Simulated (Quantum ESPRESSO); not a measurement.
Zn7MgO8, convergence and cost over cutoff and k mesh

Computed values, not a measurement. The program is pw.x of Quantum ESPRESSO 7.5 (plane-wave density functional theory). The cell is made up: 16 atoms on a doubled zincblende/diamond lattice, with randomly drawn elements, strain and displacements, not relaxed. PseudoDojo standard norm-conserving files (v0.5 for PBE, v0.4.1 for LDA and PBEsol) set the functional; there is no spin polarisation, spin-orbit coupling or dispersion term, and the masses in the input are unused placeholders.

Input of the run in row 2:

```
&control calculation='scf', pseudo_dir='./dojo.nc.sr.pbe.v0_5.standard.upf', outdir='./o', disk_io='low', tprnfor=.true., tstress=.true. /
&system ibrav=0, nat=16, ntyp=3, nbnd=105, ecutwfc=84.00895049, nosym=.true., tot_charge=0,
 occupations='smearing', smearing='fd', degauss=0.0018374661
/
&electrons conv_thr=7.350e-09, electron_maxstep=60, /
ATOMIC_SPECIES
Mg 1.0 Mg.upf
O 1.0 O.upf
Zn 1.0 Zn.upf
CELL_PARAMETERS angstrom
4.5511 0.0 0.0
0.0 4.5511 0.0
0.0 0.0 9.1022
ATOMIC_POSITIONS angstrom
Zn -0.0187 0.0095 -0.0185
Zn -0.0397 2.2643 2.2467
Mg 2.2749 -0.0447 2.2919
Zn 2.2812 2.2886 0.0036
Zn 0.0057 0.0314 4.5224
Zn 0.0119 2.297 6.8332
Zn 2.2632 0.0173 6.8524
Zn 2.2519 2.3037 4.552
O 1.1289 1.1248 1.1161
O 1.1356 3.4329 3.4017
O 3.4296 1.1422 3.4217
O 3.431 3.3774 1.1093
O 1.1757 1.1556 5.6283
O 1.1547 3.4058 7.9337
O 3.4261 1.1191 7.9543
O 3.4025 3.3818 5.6975
K_POINTS automatic
5 5 3 1 1 1
```

The same cell was run at these settings. Meshes are shifted by half a step, and differences are from the last row, which is itself not exact.

| cutoff (eV) | k mesh | k points solved | threshold (eV) | free energy less the last row's (eV) | pressure (GPa) | largest stress difference (GPa) | largest force difference (eV/Å) | iterations | wall time (s) | k-point pools | processor |
| --- | --- | --- | --- | --- | --- | --- | --- | --- | --- | --- | --- |
| 800 | 2 x 2 x 2 | 4 | 1e-04 | 10.481 | -73.94 | 82.14 | 0.041 | 10 | 38 | 4 | Intel Xeon, 2023 or later |
| 1143 | 5 x 5 x 3 | 38 | 1e-07 | 0.003 | 6.66 | 0.03 | 0.001 | 13 | 436 | 4 | Intel Xeon, 2023 or later |
| 1437 | 7 x 7 x 5 | 123 | 1e-07 | 0.000 | 6.69 | 0.00 | 0.000 | 13 | 1332 | 4 | Intel Xeon, 2023 or later |

Each pool is one process. Wall times include start-up and a band step at six k points, which weighs most on the coarsest meshes. The runs were on shared virtual cores whose load varied, so times are rough.